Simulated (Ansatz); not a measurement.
Relaxed-ion elastic tensor of Zr$_{4}$Al$_{3}$ in space group P6/mmm (No. 191; Zr on 2e, Zr on 2d, Al on 3f) in GPa (Voigt order), r²SCAN in the plane-wave PAW code Ansatz; density 5.36 g/cm³, 19.72 Å³ per atom.

```
 235  40.9  61.3   0.0   0.0   0.0
40.9   235  61.3   0.0   0.0   0.0
61.3  61.3   217   0.0   0.0   0.0
 0.0   0.0   0.0  80.4   0.0   0.0
 0.0   0.0   0.0   0.0  80.4   0.0
 0.0   0.0   0.0   0.0   0.0  96.8
```

Task: Is the crystal mechanically stable?

Result: Yes: the smallest eigenvalue of C is 80.4 GPa.

Task: Work out the Voigt, Reuss and Hill averages.

Result: K_V = 113, K_R = 112, K_H = 112; G_V = 86.3, G_R = 85.5, G_H = 85.9 GPa.

Task: Give Young's modulus, Poisson's ratio, Pugh's ratio and the universal anisotropy index.

Result: E = 9KG/(3K + G) = 205 GPa; ν = 0.20; K/G = 1.31 (brittle by the Pugh limit of 1.75); A_U = 5G_V/G_R + K_V/K_R − 6 = 0.05.

Task: Estimate the sound speeds and the Debye temperature.

Result: v_l = √((K + 4G/3)/ρ) = 6510 m/s, v_t = √(G/ρ) = 4000 m/s, mean 4420 m/s; Θ = (h/k)(3n/4πV)^(1/3) v_m = 487 K.

Task: Solve the Christoffel equation for the three sound speeds along x, y, z.

Result: Eigenvalues of C_ijkl n_j n_l equal ρv². In km/s, slowest first: x 3.87, 4.25, 6.61; y 3.87, 4.25, 6.61; z 3.87, 3.87, 6.35.

Task: How much does each axis shrink under pressure?

Result: Linear compressibilities β_i = Σ_j S_ij (j = 1 to 3): x 3.0, y 3.0, z 2.9 per TPa.

The workflow started from a Materials Project entry (that database holds measured and hypothetical structures alike); the Crystallography Open Database copy checked does not list it. Its standing as an ambient phase is unchecked. The cell was relaxed with r²SCAN under the symmetry of its start; its stability against distortions is not shown here. The run is not spin-polarised. As this level gives no gap, shear constants depend on the k-mesh and smearing (Fermi–Dirac, 0.1 eV here).

Potentials: the later of the program's two PAW sets.
